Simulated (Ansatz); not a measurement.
Input file for Ansatz (a quantum-chemistry and plane-wave program):

Ansatz 0.2 input:
```yaml
crystal:
  lattice:
    - [3.6135281757, 0.0, 0.0]
    - [0.0, 4.1044158461, 0.0]
    - [0.0, 0.0, 8.8332701001]
  atoms:
    - { symbol: Zr, position: [0.0, 0.5, 0.1000625733] }
    - { symbol: Zr, position: [0.5, 0.0, 0.8999374267] }
    - { symbol: Br, position: [0.0, 0.0, 0.6635249075] }
    - { symbol: Br, position: [0.5, 0.5, 0.3364750925] }
    - { symbol: N, position: [0.0, 0.0, 0.0311700506] }
    - { symbol: N, position: [0.5, 0.5, 0.9688299494] }
kpoints:
  mp_grid: { grid: [5, 4, 2] }
hamiltonian:
  xc: hse06
  pseudopotentials: { kind: paw }
scf:
  n_extra_bands: 6
  occupations: { method: fixed }
output:
  eigenvalues: true
  eigenstates:
    e_range: [-9.0, 11.3]
    kpoints:
      - [0.0, 0.0, 0.0]  # VBM
      - [0.0, 0.0, -0.010417]  # CBM
```

Output (shortened):

```
Pseudopotentials: kind: paw
Pseudopotential: Zr, paw, valence charge 12
Pseudopotential: Br, paw, valence charge 7
Pseudopotential: N, paw, valence charge 5
Functional definition: HSE06
davidson cushion auto → on  (no smearing: the cushion is to keep the highest requested band from converging to the state above it …
Crystal: 6 atoms, lattice volume = 131.010 Å³
Basis set: ecut = 420 eV, 2521 PW (Γ)
Bands: 30, of which v1, the nominal top of the filled ones, is band 24 counted from 1 (23 counted from 0)
Symmetry: 8 space group operations
Space group: Pmmn (ITA 59), of the structure as read, at distance tolerance 5.1e-5 Å
k-points: 18 of 40
PAW frozen core: Zr, regenerated for the run's functional, and the local potential with it
PAW frozen core: Br, regenerated for the run's functional, and the local potential with it
PAW frozen core: N, regenerated for the run's functional, and the local potential with it
Initial wavefunctions: pseudopotential atomic-orbital guess
Eigensolver: davidson
Functional: x = pbe(κ = 0.804, μ = 0.2195149727645171), c = pbe(β = 0.06672455060314922), warm-up for x = pbe(κ = 0.804, μ = 0.2195149727645171) + 0.25 (exact …
SCF iter   1: F=—  HF=-14711.844957 eV  |F-HF|=—  |Δ(HF+E_count)|=         —  Δρ=2.28e-3  dr2=3.11e-3  ethr=1.77e-3  ⟨swp⟩=5.9  Hψ=2351  notcnv=0
preconditioner: auto → none
SCF iter   2: F=—  HF=-14711.849828 eV  |F-HF|=—  |Δ(HF+E_count)|=   4.87e-3  Δρ=1.13e-3  dr2=1.15e-3  ethr=6.48e-6  ⟨swp⟩=5.1  Hψ=2109  notcnv=0  defer=1
SCF iter   3: F=—  HF=-14711.850547 eV  |F-HF|=—  |Δ(HF+E_count)|=   7.19e-4  Δρ=6.35e-4  dr2=1.21e-3  ethr=2.40e-6  ⟨swp⟩=4.1  Hψ=1545  notcnv=0  defer=1
iter 4 solved again at ethr=6.68e-8 eV; its pass at ethr=2.40e-6 eV (dr2=3.21e-5 eV) is discarded
SCF iter   4: F=-14711.850530 eV  HF=-14711.850506 eV  |F-HF|=2.49e-5  |Δ(HF+E_count)|=   4.18e-5  Δρ=2.29e-4  dr2=3.41e-5  ethr=6.68e-8  ⟨swp⟩=3.1  Hψ=2680  notcnv=0
SCF 1 stopped early in 4 iterations: F = -14711.850530 eV  dr2 = 3.41e-5
Crystal: 6 atoms, lattice volume = 131.010 Å³
Initial density: handed on by an earlier stage of this run
Initial wavefunctions: those handed on with the density
Functional: x = pbe(κ = 0.804, μ = 0.2195149727645171) + 0.25 (exact − pbe) at short range (hse, ω = 0.20786987370883472 Å⁻¹), c = pbe(β = 0.06672455060314922); HSE06 as pw.x's `hse` composes it (authors' and Libxc's form: `xc: wpbeh`)
Exchange kernel: α = 0.2500, screened, ω = 0.2079 Å⁻¹, Wigner–Seitz truncation, v(0) = 1040.3378 eV·Å³, q-mesh 5×4×2, nearest image of the exchange supercell L …
Frozen-core exchange: fock
SCF iter   1: F=—  HF=-14720.546441 eV  |F-HF|=—  |Δ(HF+E_count)|=         —  Δρ=8.36e-3  dr2=1.73e-1  ethr=7.10e-7  ⟨swp⟩=8.0  Hψ=3251  notcnv=0
preconditioner: auto → none
SCF iter   2: F=—  HF=-14720.503128 eV  |F-HF|=—  |Δ(HF+E_count)|=   4.33e-2  Δρ=5.83e-3  dr2=5.76e-2  ethr=7.10e-7  ⟨swp⟩=6.2  Hψ=2818  notcnv=0
SCF iter   3: F=—  HF=-14720.491319 eV  |F-HF|=—  |Δ(HF+E_count)|=   1.18e-2  Δρ=1.75e-3  dr2=5.39e-3  ethr=7.10e-7  ⟨swp⟩=5.0  Hψ=2282  notcnv=0
SCF iter   4: F=—  HF=-14720.513604 eV  |F-HF|=—  |Δ(HF+E_count)|=   2.23e-2  Δρ=1.33e-3  dr2=3.27e-3  ethr=7.10e-7  ⟨swp⟩=5.0  Hψ=2203  notcnv=0
SCF iter   5: F=—  HF=-14720.512612 eV  |F-HF|=—  |Δ(HF+E_count)|=   9.92e-4  Δρ=3.10e-4  dr2=1.55e-4  ethr=7.10e-7  ⟨swp⟩=4.0  Hψ=1837  notcnv=0
SCF iter   6: F=—  HF=-14720.512954 eV  |F-HF|=—  |Δ(HF+E_count)|=   3.42e-4  Δρ=2.18e-4  dr2=8.37e-5  ethr=2.57e-7  ⟨swp⟩=4.2  Hψ=1750  notcnv=0
SCF iter   7: F=-14720.512932 eV  HF=-14720.512933 eV  |F-HF|=4.55e-7  |Δ(HF+E_count)|=   2.14e-5  Δρ=2.33e-5  dr2=2.27e-6  ethr=1.71e-7  ⟨swp⟩=3.0  Hψ=1401  notcnv=0
SCF 2 stopped early in 7 iterations: F = -14720.512932 eV  dr2 = 2.27e-6
hybrid outer 1: dexx = +2.615e-2 eV, tail = 3.50e-5 eV
Crystal: 6 atoms, lattice volume = 131.010 Å³
Exchange kernel: α = 0.2500, screened, ω = 0.2079 Å⁻¹, Wigner–Seitz truncation, v(0) = 1040.3378 eV·Å³, q-mesh 5×4×2, nearest image of the exchange supercell L …
Frozen-core exchange: fock
SCF iter   1: F=—  HF=-14720.513248 eV  |F-HF|=—  |Δ(HF+E_count)|=         —  Δρ=3.87e-5  dr2=2.43e-6  ethr=3.65e-7  ⟨swp⟩=3.9  Hψ=1537  notcnv=0
preconditioner: auto → none
iter 2 solved again at ethr=2.30e-10 eV; its pass at ethr=4.59e-9 eV (dr2=1.10e-7 eV) is discarded
SCF iter   2: F=—  HF=-14720.513248 eV  |F-HF|=—  |Δ(HF+E_count)|=   4.71e-7  Δρ=1.59e-5  dr2=1.56e-7  ethr=2.30e-10  ⟨swp⟩=2.6  Hψ=2775  notcnv=0
SCF iter   3: F=-14720.513248 eV  HF=-14720.513248 eV  |F-HF|=3.76e-9  |Δ(HF+E_count)|=  6.60e-10  Δρ=4.25e-6  dr2=5.75e-8  ethr=2.27e-10  ⟨swp⟩=3.0  Hψ=1324  notcnv=0
SCF 3 converged in 3 iterations: F = -14720.513248 eV  dr2 = 5.75e-8
hybrid outer 2: dexx = +6.586e-7 eV, tail = 1.26e-7 eV, Δε = 7.84e-4 eV (about 4.43e-5 eV left of the loop's levels)
the search or the solves at the SCF's close seem to have found levels that the self-consistency loop had missed (the run counts 1) …
NSCF: frozen V_eff on 2 k-points
hybrid SCF converged: 2 outer / 10 inner (+4 warm-up), last move |dexx| = 6.59e-7 eV, tail = 1.26e-7 eV
Stability not checked (fock_operator)
Free energy (F): -14720.513249 eV
Frozen-core exchange: fock
Harris-Foulkes:  -14720.513249 eV  (|F-HF|=3.76e-9)
Internal energy: -14720.513249 eV  (E = F + TS)
E sigma→0 (E₀):  -14720.513249 eV
Fermi energy:    5.550830 eV
--- Per-component energies (eV) ---
  E_band       = -458.552968
  E_kinetic    = 1196.320288
  E_local      = -4567.086002  (includes V_loc(G=0)·N_el)
  E_nonlocal   = 380.933294
  E_hartree    = 1786.113362
  E_xc         = -775.159289
  E_vxc        = -595.127788  (∫ρ·V_xc dr)
  E_exx        = -116.784213  (= α·E_x^exact, valence–valence)
  E_paw        = -10744.498200  (= ΣΔE_a)
  E_vpaw       = -212.251803  (= ΣTr[D̂ρ^β])
  E_aug_tail   = 0.000238  (compensation charges beyond the density's cutoff)
  E_ewald      = -1878.793798
  E_core_change = -1.558927  (= ΣΔE_core)
  E_smearing   =  0.000000  (= −TS)
  E_closure    =  0.000000  (closes the sum)
  Σ components = -14720.513249   (vs F -14720.513249, Δ=1.82e-12)
  [band-id]    e_kinetic+e_local+e_nonlocal+2·e_hartree+e_vxc+2·e_exx+e_vpaw+e_augmentation_tail = -458.553477   (vs E_band -458.552968, Δ=-5.09e-4)
--- Band table (eV; the first three rows and the last of 18) ---
  k-point 0: bands = ["-45.9751", "-45.8692", "-22.9170", "-22.8408", "-22.6743", "-22.5461", "-22.4223", "-22.3744", "-10.0865", "-9.6582", "-9.0578", "-8.7903", "0.8382", "1.5713", "1.6059", "1.6456", "3.1406", "3.1682", "3.8153", "3.9859", "4.0230", "4.2551", "5.0595", "5.5508", "8.4305", "9.9651", "10.0442", "11.2274", "11.2677", "11.3290"]
  k-point 1: bands = ["-45.9751", "-45.8692", "-22.9170", "-22.8408", "-22.6743", "-22.5461", "-22.4223", "-22.3744", "-9.9521", "-9.8565", "-8.9796", "-8.8026", "0.6713", "1.6139", "1.6470", "1.9122", "3.1013", "3.1176", "3.6981", "3.7482", "4.1756", "4.4555", "4.9099", "5.5135", "8.4306", "9.9617", "10.0266", "11.1560", "11.2268", "12.3024"]
  k-point 2: bands = ["-45.9581", "-45.8831", "-22.9763", "-22.9665", "-22.6267", "-22.4814", "-22.4406", "-22.4144", "-9.9145", "-9.6431", "-8.7099", "-8.4374", "0.6768", "1.4934", "1.6290", "1.8754", "2.6669", "2.9459", "3.3169", "3.5513", "3.9400", "4.3131", "4.6812", "4.6876", "9.7104", "9.7987", "10.0619", "10.1934", "11.1635", "11.3614"]
  k-point 17: bands = ["-45.9045", "-45.9045", "-23.1285", "-23.1285", "-22.6727", "-22.6727", "-22.4441", "-22.4441", "-9.3707", "-9.3707", "-7.8963", "-7.8963", "0.6302", "0.6302", "2.0636", "2.0636", "2.5543", "2.5543", "3.0051", "3.0051", "3.7177", "3.7177", "4.0187", "4.0187", "9.6623", "9.6623", "10.0803", "10.0803", "11.6383", "11.6383"]
  band table: 30 of 30 bands, residual norms ≤ 1.0e-3 eV
```

Cost: very roughly 2.7 core-minutes on shared cores.

The points marked VBM and CBM come from a semilocal run.

The first step of the workflow began from a Materials Project structure, measured or hypothetical; the Crystallography Open Database files this formula in space group No. 59, but the cells were not matched. Its standing as an ambient phase is unchecked. Symmetry was held in the r²SCAN+D4 relaxation; its stability against distortions is not shown here. The run is not spin-polarised. Spin–orbit coupling is left out wherever it is not named.

Potentials: the later of the program's two PAW sets.

Ansatz is a plane-wave DFT program.
